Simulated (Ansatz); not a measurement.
Below is a relaxed structure of SnSe4. The cell was found from a structure generator's guess, not taken from experiment.

These are results of DFT PBE, scalar-relativistic, plane waves, PAW in Ansatz 0.2.0, not measurements. Cutoff 420 eV, Γ-centred mesh, Gaussian smearing, no spin polarisation.

```
Sn Se
1.0
     4.78669    0.00000    0.00000
    -2.39335    4.14540    0.00000
     0.00000    0.00000   10.28074
Sn Se
1 4
Direct
  0.00000 0.00000 0.00000
  0.00000 0.00000 0.50000
  0.00000 0.00000 0.27092
  0.00000 0.00000 0.72908
  0.33333 0.66667 0.00000
```

Energies over the elements count from the elements' standard structures at the same level, with no fitted energy shifts. The references include grey tin.

Problem. Find its symmetry and describe it.

Solution. P-6m2 (No. 187). Conventional cell: a = 4.787 Å, c = 10.281 Å. Around Sn lie 5 Se at 2.76–2.79 Å; Se on a site of symmetry -6m2 has 2 Se at 2.36 Å; around Se on a site of symmetry 3m lie 1 Se at 2.36 Å and 1 Sn at 2.79 Å; around Se on a second site of symmetry -6m2 lie 3 Sn at 2.76 Å.

Problem. What is its formation energy per atom?

Solution. +0.31 eV/atom. A positive value: parting into the elements would lower its energy.

Problem. Is it a metal?

Solution. Yes, bands cross the Fermi level on the 12×12×4 mesh.

The last run used a 12×12×4 mesh (in the run's order of axes) for its 5-atom cell and Gaussian smearing of 0.10 eV. The reference form of Se is held partly by dispersion forces, which this level lacks. A structure relaxed within its symmetry needn't be a true minimum.
